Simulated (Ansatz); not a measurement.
An Ansatz (an electronic-structure program) run. Input:

Ansatz 0.2 input:
```yaml
crystal:
  lattice:
    - [2.1813133251, 1.2593818354, 7.113503996]
    - [-2.1813133251, 1.2593818354, 7.113503996]
    - [0.0, -2.5187636708, 7.113503996]
  atoms:
    - { symbol: Te, position: [0.5, 0.5, 0.5] }
    - { symbol: Pb, position: [0.7412135408, 0.7412135408, 0.7412135408] }
    - { symbol: Pb, position: [0.2587864592, 0.2587864592, 0.2587864592] }
    - { symbol: S, position: [0.0, 0.0, 0.0] }
kpoints:
  mp_grid: { grid: [6, 6, 6] }
hamiltonian:
  xc: hse06
  pseudopotentials: { kind: paw }
scf:
  n_extra_bands: 6
  occupations: { method: fixed }
output:
  eigenvalues: true
  eigenstates:
    e_range: [-9.0, 8.6]
    kpoints:
      - [0.0, 0.0, 0.0]  # VBM
      - [0.0, 0.5, 0.5]  # CBM
      - [0.0, 0.0, 0.0]  # GAMMA
      - [0.5, 0.5, 0.5]  # T
      - [0.5, 0.0, 0.0]  # L
      - [0.5, 0.0, 0.5]  # F
      - [0.3437811715, -0.3437811715, 0.0]  # S_0
      - [0.6562188285, 0.0, 0.3437811715]  # S_2
      - [0.5, -0.1875623429, 0.1875623429]  # H_0
      - [0.8124376571, 0.1875623429, 0.5]  # H_2
```

Output (shortened):

```
basis.fft_grid_basis auto: the FFT boxes are laid along the combinations [[1, 0, -1], [0, 1, -1], [0, 0, 1]] of the cell's own vectors, 4.363, 4.363 and 7.546 …
Pseudopotential: Te, paw, valence charge 16
Pseudopotential: Pb, paw, valence charge 14
Pseudopotential: S, paw, valence charge 6
Functional definition: HSE06
davidson cushion auto → on  (no smearing: the cushion is to keep the highest requested band from converging to the state above it …
Crystal: 4 atoms, lattice volume = 117.249 Å³
Basis set: ecut = 420 eV, 2297 PW (Γ), FFT grids on a1−a3, a2−a3, a3
Bands: 31, of which v1, the nominal top of the filled ones, is band 25 counted from 1 (24 counted from 0)
Symmetry: 12 space group operations
Space group: R-3m (ITA 166), of the structure as read, at distance tolerance 4.9e-5 Å
k-points: 32 of 216
SCF iter   1: F=—  HF=-31696.612883 eV  |F-HF|=—  |Δ(HF+E_count)|=         —  Δρ=1.16e-3  dr2=4.02e-3  ethr=1.77e-3  ⟨swp⟩=9.1  Hψ=4377  notcnv=0
preconditioner: auto → none
SCF iter   2: F=—  HF=-31696.614733 eV  |F-HF|=—  |Δ(HF+E_count)|=   1.85e-3  Δρ=1.01e-3  dr2=6.38e-3  ethr=8.04e-6  ⟨swp⟩=5.7  Hψ=3589  notcnv=0  defer=7
iter 3 solved again at ethr=2.87e-7 eV; its pass at ethr=8.04e-6 eV (dr2=1.44e-4 eV) is discarded
SCF iter   3: F=—  HF=-31696.613550 eV  |F-HF|=—  |Δ(HF+E_count)|=   1.18e-3  Δρ=3.18e-4  dr2=1.51e-4  ethr=2.87e-7  ⟨swp⟩=4.7  Hψ=5150  notcnv=0  defer=11
SCF iter   4: F=-31696.613598 eV  HF=-31696.613597 eV  |F-HF|=1.53e-6  |Δ(HF+E_count)|=   4.67e-5  Δρ=1.18e-4  dr2=1.73e-5  ethr=2.87e-7  ⟨swp⟩=3.7  Hψ=2560  notcnv=0
SCF 1 stopped early in 4 iterations: F = -31696.613598 eV  dr2 = 1.73e-5
orbital symmetrization limited by the memory budget …
Crystal: 4 atoms, lattice volume = 117.249 Å³
Exchange kernel: α = 0.2500, screened, ω = 0.2079 Å⁻¹, Wigner–Seitz truncation, v(0) = 1046.8939 eV·Å³, q-mesh 6×6×6, nearest image of the exchange supercell L …
Frozen-core exchange: fock
SCF iter   1: F=—  HF=-31708.875318 eV  |F-HF|=—  |Δ(HF+E_count)|=         —  Δρ=5.41e-3  dr2=2.86e-2  ethr=3.46e-7  ⟨swp⟩=8.7  Hψ=6042  notcnv=0
preconditioner: auto → none
SCF iter   2: F=—  HF=-31708.866248 eV  |F-HF|=—  |Δ(HF+E_count)|=   9.07e-3  Δρ=1.83e-3  dr2=4.19e-3  ethr=3.46e-7  ⟨swp⟩=5.0  Hψ=4402  notcnv=0
SCF iter   3: F=—  HF=-31708.876157 eV  |F-HF|=—  |Δ(HF+E_count)|=   9.91e-3  Δρ=1.07e-3  dr2=2.79e-3  ethr=3.46e-7  ⟨swp⟩=5.0  Hψ=4246  notcnv=0
SCF iter   4: F=—  HF=-31708.875703 eV  |F-HF|=—  |Δ(HF+E_count)|=   4.53e-4  Δρ=4.75e-4  dr2=1.44e-3  ethr=3.46e-7  ⟨swp⟩=5.0  Hψ=4088  notcnv=0
SCF iter   5: F=—  HF=-31708.875403 eV  |F-HF|=—  |Δ(HF+E_count)|=   3.01e-4  Δρ=1.29e-4  dr2=3.71e-5  ethr=3.46e-7  ⟨swp⟩=4.2  Hψ=3132  notcnv=0
SCF iter   6: F=—  HF=-31708.875554 eV  |F-HF|=—  |Δ(HF+E_count)|=   1.51e-4  Δρ=1.08e-4  dr2=2.82e-5  ethr=2.39e-8  ⟨swp⟩=5.0  Hψ=3594  notcnv=0
SCF iter   7: F=-31708.875546 eV  HF=-31708.875546 eV  |F-HF|=7.20e-8  |Δ(HF+E_count)|=   7.26e-6  Δρ=2.00e-5  dr2=1.84e-6  ethr=2.39e-8  ⟨swp⟩=4.0  Hψ=2792  notcnv=0
SCF 2 stopped early in 7 iterations: F = -31708.875546 eV  dr2 = 1.84e-6
hybrid outer 1: dexx = +1.111e-2 eV, tail = 6.99e-5 eV
Crystal: 4 atoms, lattice volume = 117.249 Å³
Exchange kernel: α = 0.2500, screened, ω = 0.2079 Å⁻¹, Wigner–Seitz truncation, v(0) = 1046.8939 eV·Å³, q-mesh 6×6×6, nearest image of the exchange supercell L …
Frozen-core exchange: fock
SCF iter   1: F=—  HF=-31708.875345 eV  |F-HF|=—  |Δ(HF+E_count)|=         —  Δρ=3.03e-5  dr2=2.37e-6  ethr=6.99e-7  ⟨swp⟩=2.8  Hψ=2241  notcnv=0
preconditioner: auto → none
iter 2 solved again at ethr=1.03e-10 eV; its pass at ethr=4.60e-9 eV (dr2=5.15e-8 eV) is discarded
SCF iter   2: F=-31708.875345 eV  HF=-31708.875345 eV  |F-HF|=1.18e-8  |Δ(HF+E_count)|=   9.27e-8  Δρ=1.09e-5  dr2=9.83e-8  ethr=1.03e-10  ⟨swp⟩=3.0  Hψ=5972  notcnv=0
SCF 3 converged in 2 iterations: F = -31708.875345 eV  dr2 = 9.83e-8
hybrid outer 2: dexx = +1.952e-7 eV, tail = 2.27e-7 eV, Δε = 2.86e-3 eV (about 3.43e-4 eV left of the loop's levels)
solve of the band table under the exchange operator …
NSCF: frozen V_eff on 10 k-points
hybrid SCF converged: 2 outer / 9 inner (+4 warm-up), last move |dexx| = 1.95e-7 eV, tail = 2.27e-7 eV
Stability not checked (fock_operator)
Free energy (F): -31708.875345 eV
Frozen-core exchange: fock
Harris-Foulkes:  -31708.875345 eV  (|F-HF|=1.18e-8)
Internal energy: -31708.875345 eV  (E = F + TS)
E sigma→0 (E₀):  -31708.875345 eV
Fermi energy:    8.634846 eV
--- Per-component energies (eV) ---
  E_band       = -445.839093
  E_kinetic    = 860.800808
  E_local      = -3627.613993  (includes V_loc(G=0)·N_el)
  E_nonlocal   = 417.056557
  E_hartree    = 1750.929120
  E_xc         = -530.648858
  E_vxc        = -366.894053  (∫ρ·V_xc dr)
  E_exx        = -119.114665  (= α·E_x^exact, valence–valence)
  E_paw        = -26099.475150  (= ΣΔE_a)
  E_vpaw       = -992.813401  (= ΣTr[D̂ρ^β])
  E_aug_tail   = -0.000075  (compensation charges beyond the density's cutoff)
  E_ewald      = -4361.196855
  E_core_change = 0.387766  (= ΣΔE_core)
  E_smearing   =  0.000000  (= −TS)
  E_closure    =  0.000000  (closes the sum)
  Σ components = -31708.875345   (vs F -31708.875345, Δ=3.64e-12)
  [band-id]    e_kinetic+e_local+e_nonlocal+2·e_hartree+e_vxc+2·e_exx+e_vpaw+e_augmentation_tail = -445.835247   (vs E_band -445.839093, Δ=3.85e-3)
--- Band table (eV; the first three rows and the last of 32) ---
  k-point 0: bands = ["-30.0783", "-30.0783", "-30.0781", "-30.0524", "-30.0524", "-10.0420", "-10.0420", "-10.0154", "-10.0154", "-10.0049", "-10.0034", "-10.0034", "-10.0017", "-9.9680", "-9.9680", "-6.0524", "-3.9008", "-0.9328", "2.3931", "5.9852", …
  k-point 1: bands = ["-30.0785", "-30.0784", "-30.0779", "-30.0524", "-30.0521", "-10.0601", "-10.0354", "-10.0241", "-10.0160", "-10.0078", "-9.9971", "-9.9964", "-9.9953", "-9.9738", "-9.9673", "-5.8425", "-3.7319", "-0.6896", "1.6281", "5.2865", "5.7519", …
  k-point 2: bands = ["-30.0787", "-30.0784", "-30.0775", "-30.0523", "-30.0513", "-10.0946", "-10.0457", "-10.0302", "-10.0131", "-10.0109", "-9.9934", "-9.9855", "-9.9796", "-9.9745", "-9.9639", "-5.3260", "-3.3359", "-0.3504", "0.4933", "3.8395", "5.3439", …
  k-point 31: bands = ["-30.0783", "-30.0783", "-30.0781", "-30.0524", "-30.0524", "-10.0328", "-10.0328", "-10.0201", "-10.0201", "-10.0077", "-10.0019", "-10.0019", "-9.9983", "-9.9741", "-9.9741", "-5.8967", "-4.3839", "0.3677", "1.1469", "5.9900", …
```

Cost: about 7 core-minutes (a rough figure) on shared cores.

The points marked VBM and CBM come from a semilocal run.

The first step of the workflow began from a Materials Project structure, measured or hypothetical; the Crystallography Open Database copy checked does not list it. Whether it is the stable phase at ambient conditions was not checked. The cell was relaxed with PBEsol under the symmetry of its start; of distortions, only those at the zone centre were tested. Scalar-relativistic: spin–orbit coupling is off unless named, which matters more the heavier the elements.

Potentials: the later of the program's two PAW sets.

Ansatz is a plane-wave DFT program.
